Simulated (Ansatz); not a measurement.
Rb2H6Pt:
```
CELL_PARAMETERS angstrom
      0.00000     4.25358     4.25358
      4.25358     0.00000     4.25358
      4.25358     4.25358     0.00000
ATOMIC_POSITIONS crystal
  Rb 0.75000 0.75000 0.75000
  Rb 0.25000 0.25000 0.25000
  H  0.80712 0.80712 0.19288
  H  0.19288 0.19288 0.80712
  H  0.19288 0.80712 0.80712
  H  0.80712 0.19288 0.19288
  H  0.80712 0.19288 0.80712
  H  0.19288 0.80712 0.19288
  Pt 0.00000 0.00000 0.00000
```

Relaxed with r²SCAN. Special points in fractions of this cell's reciprocal vectors: Γ (0.000, 0.000, 0.000); X (0.500, 0.000, 0.500); U (0.625, 0.250, 0.625); K (0.375, 0.375, 0.750); L (0.500, 0.500, 0.500); W (0.500, 0.250, 0.750).

Task: List the band energies nearest the valence-band maximum at these points for r²SCAN with spin–orbit coupling (plane waves, PAW; program Ansatz).

Result: In eV from the valence-band maximum; about four levels below and three above (degenerate sets whole), none deeper than 8.9 eV; points with the same levels are listed once.

```tsv
k	below	above
Γ	-0.28 -0.28 -0.28 -0.28	5.29 5.29 6.01 6.01 6.01 6.01
X	-0.26 -0.26 0.00 0.00	4.27 4.27 6.85 6.85
U	-0.31 -0.31 -0.05 -0.05	4.58 4.58 6.37 6.37
L	-0.34 -0.34 -0.01 -0.01	5.80 5.80 5.80 5.80
W	-0.30 -0.30 -0.09 -0.09	4.61 4.61 6.22 6.22
```

Space group Fm-3m. The first step of the workflow began from a Materials Project structure, measured or hypothetical; the Crystallography Open Database copy checked does not list it. Its standing as an ambient phase is unchecked. The cell was relaxed with r²SCAN under the symmetry of its start; whether a distortion lowers the energy is not shown. The run is not spin-polarised.

Potentials: the later of the program's two PAW sets.
